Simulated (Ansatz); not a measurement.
**YBRh3, a database entry at a rescaled volume**

```
Y Rh B
1.0
     4.13195    0.00000    0.00000
     0.00000    4.13195    0.00000
     0.00000    0.00000    4.13195
Y Rh B
1 3 1
Direct
  0.00000 0.00000 0.00000
  0.00000 0.50000 0.50000
  0.50000 0.00000 0.50000
  0.50000 0.50000 0.00000
  0.50000 0.50000 0.50000
```

Level: LDA, spin-orbit coupling; 420 eV; 8×8×8 Γ-centred mesh; fermi-dirac occupations (width 0.0363 eV); Ansatz 0.2.0, fixed geometry.

The state carries no moments; the state need not be the lowest.

(1) How is the charge shared?

(2) What happens at the Fermi level?

(3) Is it stable against the elements?

(4) Is the cell too large or too small?

Origin: a database entry at a rescaled volume. Caveats: the SCF threshold is loose for a stress.

Cost: 5.7 min on 2 threads of Arm Neoverse V1, on a shared host, peak memory 1 GiB (start from a saved density). The time holds forces, stress, Bader, DOS, bands, ELF.

## Answers

(1) Bader charges in e: Y +1.61, B +0.03, Rh -0.55. In the mean Y gives up most and Rh takes most.

(2) It is a metal, with about 3.2 states/eV a cell as the mean within 0.25 eV of the Fermi level, mostly Rh d (93 %).

(3) -0.78 eV an atom against the elements' usual phases (free molecules for gases, crystals otherwise, with no correction for O₂ or N₂), so it is bound against them; other compounds may still compete. Relaxing would lower it.

(4) The pressure is -2.2 GPa (compression positive), so with the atoms held at these fractions the cell would first shrink.
